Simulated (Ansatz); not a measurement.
# Formation energy of NiAs-type AlOs

Method: PBEsol, scalar-relativistic; no spin polarisation; PAW, 420 eV, Γ-centred 10×10×6 mesh, 0.05 eV Gaussian smearing; code Ansatz; PAW files: Ansatz's generated set soft_2.

The structure was built from a prototype; whether the compound forms in it isn't claimed.

The structure is hexagonal, space group P6_3/mmc (No. 194). Conventional cell: a = 3.967 Å, b = 3.967 Å, c = 4.932 Å, α = 90.00°, β = 90.00°, γ = 120.00°. Os (site symmetry -3m) has 2 Os at 2.47 Å and 6 Al at 2.60 Å as nearest neighbours. Around Al (site symmetry -6m2) lie 6 Os at 2.60 Å. (Neighbours are counted to 15 % beyond the shortest distance.)

The elements were computed in their standard states with the same datasets, cutoff and functional. Absolute energies hang on the potentials; compare differences alone.

Energy of the relaxed cell (4 atoms, smearing extrapolated to zero): -23549.959 eV. Elements, in eV/atom: Os -11251.058, Al -524.545.

Q: What is the formation energy?

A: [-23549.959 − (2 × -11251.058 + 2 × -524.545)] / 4 = 0.31 eV/atom, or 30 kJ per mole of atoms.

The value is for 0 K, without zero-point energy. A positive value means that this structure is unstable even against the elements at this level.

For elements this heavy, spin–orbit coupling would shift levels and gaps; it isn't included here.
